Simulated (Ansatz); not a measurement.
Zr2HC:
```
Zr2HC
1.0
    3.35254     0.00000     0.00000
   -1.67627     2.90338     0.00000
    0.00000     0.00000     5.45856
Zr H C
2 1 1
Direct
  0.00000   0.00000   0.76567
  0.33333   0.66667   0.23456
  0.00000   0.00000   0.38814
  0.66667   0.33333   0.99563
```

Relaxed with r²SCAN. Special points in fractions of this cell's reciprocal vectors: Γ (0.000, 0.000, 0.000); M (0.500, 0.000, 0.000); K (0.333, 0.333, 0.000); A (0.000, 0.000, 0.500); L (0.500, 0.000, 0.500); H (0.333, 0.333, 0.500).

Question: List the band energies nearest the Fermi level at these points for plane-wave PAW r²SCAN (Ansatz code).

Answer: In eV from the Fermi level; about four levels below and three above (degenerate sets whole), none deeper than 8.9 eV; points with the same levels are listed once.

```csv
k,below,above
Γ,-6.36 -3.90 -2.50 -2.50,1.13 1.55 1.55
M,-2.58 -2.57 -1.80 -0.13,3.83 3.91 4.65
K,-3.25 -2.41 -1.13 -0.52,3.14 3.50 3.92
A,-3.10 -2.63 -2.63 -0.47,1.08 1.08 3.38 3.38
L,-2.63 -2.33 -1.01 -0.21,2.57 2.61 4.56
H,-3.67 -3.37 -2.62 -0.19,0.08 1.89 2.36
```

Space group P3m1. The first step of the workflow began from a Materials Project structure, measured or hypothetical; the Crystallography Open Database copy checked does not list it. Whether it is the stable phase at ambient conditions was not checked. The r²SCAN relaxation kept the symmetry of its start; whether a distortion lowers the energy is not shown. The run is not spin-polarised. Spin–orbit coupling is left out wherever it is not named.

Potentials: the later of the program's two PAW sets.
